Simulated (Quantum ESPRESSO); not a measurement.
## Rh4InAl2Ir (a guest atom moved from site to site)

Computed values, not a measurement. The program is pw.x of Quantum ESPRESSO 7.5 (plane-wave density functional theory). The cell is made up: eight metal atoms on a face-centred cubic lattice, with elements, volume, strain and displacements drawn at random and not relaxed, so it may be unstable or far from any real phase. PseudoDojo standard norm-conserving files set the functional (PBE unless stated); there is no spin polarisation or spin-orbit coupling, the Fermi-Dirac width of 0.25 eV means electrons at about 2900 K, and the masses in the input are unused placeholders. Heavy elements are run without spin-orbit coupling, which real alloys of them have. A spin test at this wide smearing found no moment, but such smearing suppresses magnetism that the real alloy may have.

The runs move one In atom among sites that otherwise hold Rh. Cell, positions, cutoff, mesh and smearing stay as in the input of run 1; sites are counted in its order. Stress in the tables is positive in tension.

Input of run 1:

```
&control calculation='scf', pseudo_dir='./dojo.nc.sr.pbe.v0_5.standard.upf', outdir='./o', disk_io='minimal', tprnfor=.true., tstress=.true. /
&system ibrav=0, nat=8, ntyp=4, nbnd=66, ecutwfc=87.97787729, nosym=.true., tot_charge=0,
 occupations='smearing', smearing='fd', degauss=0.0183746611
/
&electrons conv_thr=1.470e-08, electron_maxstep=70, mixing_beta=0.5 /
ATOMIC_SPECIES
Al 1.0 Al.upf
In 1.0 In.upf
Ir 1.0 Ir.upf
Rh 1.0 Rh.upf
CELL_PARAMETERS angstrom
-0.0124 1.9232 1.9598
-0.0506 3.8559 -3.9291
-7.6583 -1.8526 1.9388
ATOMIC_POSITIONS angstrom
Rh -0.0099 -0.0104 -0.0688
In -3.8568 0.1215 0.0322
Al -0.0532 2.0044 -2.0255
Rh -3.9148 1.9802 -1.9592
Ir -5.8234 0.0218 1.8952
Al -1.8536 1.919 -0.0006
Rh -5.7516 2.0914 -0.1133
Rh -2.0045 3.9413 -2.0342
K_POINTS automatic
8 5 3 1 1 1
```

| run | elements on sites 1 to 8 | free energy less that of run 1 (eV) | -TS (eV) | pressure (GPa) | stress xx (GPa) | stress yy (GPa) | stress zz (GPa) | stress yz (GPa) | stress xz (GPa) | stress xy (GPa) | iterations |
| --- | --- | --- | --- | --- | --- | --- | --- | --- | --- | --- | --- |
| 1 | Rh In Al Rh Ir Al Rh Rh | 0.000 | -1.395 | 10.00 | -10.13 | -11.43 | -8.43 | -5.76 | 6.48 | -8.38 | 17 |
| 2 | Rh Rh Al In Ir Al Rh Rh | -0.143 | -1.319 | 9.71 | -9.05 | -11.09 | -8.97 | -5.64 | 2.01 | -2.70 | 16 |
| 3 | Rh Rh Al Rh Ir Al In Rh | 0.165 | -1.383 | 10.28 | -9.53 | -11.80 | -9.52 | -5.12 | 6.56 | -8.06 | 19 |
| 4 | Rh Rh Al Rh Ir Al Rh In | 0.419 | -1.425 | 9.77 | -6.50 | -12.72 | -10.07 | -2.59 | 2.14 | -2.83 | 16 |

Forces Fx Fy Fz (eV/Å):

| site | run 1 | run 2 | run 3 | run 4 |
| --- | --- | --- | --- | --- |
| 1 | -0.38 0.74 -0.33 | -0.42 0.73 -0.40 | -1.10 0.54 -0.21 | -0.57 0.57 -0.26 |
| 2 | -0.85 -0.52 -0.26 | 0.08 0.23 -0.85 | 0.59 -0.53 -0.13 | -0.69 0.33 -0.96 |
| 3 | 0.98 0.45 -0.48 | 1.20 0.41 -0.45 | -0.50 -0.28 0.20 | 2.73 -0.37 0.30 |
| 4 | 1.37 -0.15 -0.08 | 1.10 0.56 -0.75 | 2.13 0.63 -0.88 | 0.73 0.00 -0.07 |
| 5 | -0.83 0.81 -0.16 | -0.91 1.89 -1.26 | 0.19 2.06 -1.41 | 0.51 1.23 -0.61 |
| 6 | 0.23 0.56 -0.42 | -0.03 -0.86 0.85 | -1.34 -0.20 0.19 | -1.34 0.24 -0.26 |
| 7 | -1.48 -1.00 0.84 | -1.77 -1.77 1.64 | -0.15 -1.22 1.16 | -0.55 -1.42 1.21 |
| 8 | 0.95 -0.89 0.90 | 0.75 -1.18 1.21 | 0.18 -1.02 1.08 | -0.82 -0.57 0.66 |

The sites are displaced and not relaxed, so the energy differences mix bonding between neighbours with strain and are not ordering energies. A rerun of one cell of this series at a higher cutoff and on a denser mesh moved values by no more than 0.003 eV in energy, 0.12 GPa in stress and 0.006 eV/Å in force, and a second program with other atomic files agreed on that cell to 2 % rms in force and 0.5 GPa in pressure.